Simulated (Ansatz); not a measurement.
# Ansatz 0.2.0, settings compared: Ba₂PdBr₆

input.yaml:

```yaml
crystal:
  lattice:
    - [0.0, 4.953405, 4.953405]
    - [4.953405, 0.0, 4.953405]
    - [4.953405, 4.953405, 0.0]
  atoms:
    - { symbol: Pd, position: [0.0, 0.0, 0.0] }
    - { symbol: Ba, position: [0.25, 0.25, 0.25] }
    - { symbol: Ba, position: [0.75, 0.75, 0.75] }
    - { symbol: Br, position: [0.75, 0.25, 0.25] }
    - { symbol: Br, position: [0.25, 0.75, 0.25] }
    - { symbol: Br, position: [0.25, 0.75, 0.75] }
    - { symbol: Br, position: [0.75, 0.25, 0.75] }
    - { symbol: Br, position: [0.25, 0.25, 0.75] }
    - { symbol: Br, position: [0.75, 0.75, 0.25] }
  symmetry: { tolerance: 0.0003 }
kpoints:
  mp_grid: { grid: [3, 3, 3], shift: [0, 0, 0] }
magnetization:
  spin_polarized: false
scf:
  occupations: { method: fermi_dirac }
hamiltonian:
  pseudopotentials: { kind: paw }
  xc: r2scan
basis:
  ecutwfc: 500
output:
  forces: true
  stress: true
  eigenvalues: true
```

The command:

```bash
ansatz run input.yaml --threads 1 --pin off --max-ram 2560MiB --backend cpu --events-out ev --progress --plain --runs-dir out
```

Origin of the cell: a known structure type with other elements, at an estimated volume, so it need not be a known compound.

The smearing width isn't typed, so it takes its default of 0.1 eV.

Output of this run (shortened):

```
SCF iter   1: F=—  HF=-35686.576261 eV  Δρ=7.37e-3  dr2=2.20e-1  dr2_τ=4.26e-2  defer=4
SCF iter   2: F=—  HF=-35686.637043 eV  Δρ=3.87e-3  dr2=4.73e-2  dr2_τ=5.12e-3  defer=9
SCF iter   3: F=—  HF=-35686.627661 eV  Δρ=1.68e-3  dr2=1.44e-2  dr2_τ=8.39e-4  defer=9
SCF iter   4: F=—  HF=-35686.623966 eV  Δρ=4.44e-4  dr2=6.93e-4  dr2_τ=2.71e-5  defer=9
SCF iter   5: F=—  HF=-35686.623947 eV  Δρ=9.91e-5  dr2=2.67e-5  dr2_τ=1.76e-6  defer=9
SCF iter   6: F=—  HF=-35686.623872 eV  Δρ=2.70e-5  dr2=2.09e-6  dr2_τ=1.98e-7  defer=9
SCF iter   7: F=-35686.623873 eV  HF=-35686.623873 eV  Δρ=5.29e-6  dr2=7.90e-8  dr2_τ=8.23e-9
SCF 1 converged in 7 iterations: F = -35686.623873 eV  dr2 = 7.90e-8
SCF converged after 7 iterations
Free energy (F): -35686.623873 eV
Harris-Foulkes:  -35686.623873 eV  (|F-HF|=1.11e-8)
Internal energy: -35686.483033 eV  (E = F + TS)
E sigma→0 (E₀):  -35686.553453 eV
Entropy (-TS):   -0.140840 eV (-15.649 meV/atom)
Fermi energy:    8.803769 eV
--- Per-component energies (eV) ---
  E_band       = -465.176506
  E_kinetic    = 1668.239051
  E_local      = -5497.459010  (includes V_loc(G=0)·N_el)
  E_nonlocal   = 752.315585
  E_hartree    = 2126.328731
  E_xc         = -1986.027391
  E_vxc        = -1222.415074  (∫ρ·V_xc dr)
  E_paw        = -27897.625006  (= ΣΔE_a)
  E_vpaw       = -483.420976  (= ΣTr[D̂ρ^β])
  E_aug_tail   = 0.000111  (compensation charges beyond the density's cutoff)
  E_vtau       = 64.901463  (kinetic-family band-sum trace: ∫τ·v_τ [+ j·A + Jᵃ·Aᵃ] dr)
  E_ewald      = -4850.994687
  E_core_change = -1.260417  (= ΣΔE_core)
  E_smearing   = -0.140840  (= −TS)
  Σ components = -35686.623873   (vs F -35686.623873, Δ=0.00e0)
--- Forces (eV/Å), atoms counted from 1 ---
  atom   1  Pd    -0.000000    -0.000000    -0.000000
[… 3 lines left out …]
  atom   5  Br     0.000000     1.056736    -0.000000
  atom   6  Br    -1.056736     0.000000    -0.000000
  atom   7  Br    -0.000000    -1.056736    -0.000000
  atom   8  Br    -0.000000     0.000000     1.056736
  atom   9  Br    -0.000000    -0.000000    -1.056736
  max |Σ_I F_I| component: 4.44e-16 eV/Å
--- Stress (GPa, compression-positive) ---
        6.088328      -0.000000      -0.000000
        0.000000       6.088328      -0.000000
       -0.000000      -0.000000       6.088328
  P = ⅓ Tr σ = 6.0883 GPa (60.883 kbar)
```

The same input was run again with these changes:

1. `kpoints.mp_grid.grid` [3, 3, 3] → [2, 2, 2]; `basis.ecutrho_ratio` default → 6; `scf.lower_state_search` default → light
2. `kpoints.mp_grid.shift` [0, 0, 0] → [0.5, 0.5, 0.5]
3. `scf.initial_density.chi_scale` default → 0.0
4. `scf.mixing.preconditioner` default → resta

| run | end | SCF iterations | P (GPa) | max force component (eV/Å) | moment (μB) | ΔE(σ→0) (meV/atom) |
| --- | --- | --- | --- | --- | --- | --- |
| base | converged | 7 | 6.09 | 1.057 | – | 0 |
| 1 | converged | 7 | 6.36 | 1.058 | – | 5.78 |
| 2 | converged | 9 | 6.10 | 1.058 | – | 1.88 |
| 3 | converged | 8 | 6.09 | 1.057 | – | 0.00 |
| 4 | converged | 7 | 6.09 | 1.057 | – | 0.00 |

Energies are compared only where functional, datasets, charge and starting cell are the same.

Not properties of the system: run 1 (too coarse or loose: `kpoints.mp_grid.grid` = [2, 2, 2]).

Caveats of the base run: the k mesh is coarse if the cell is a metal.

Run 2: the k mesh keeps only part of the crystal's symmetry.

The base run ran for 13 s of wall time on 1 CPU thread(s) of a shared host, from the program's own first density.
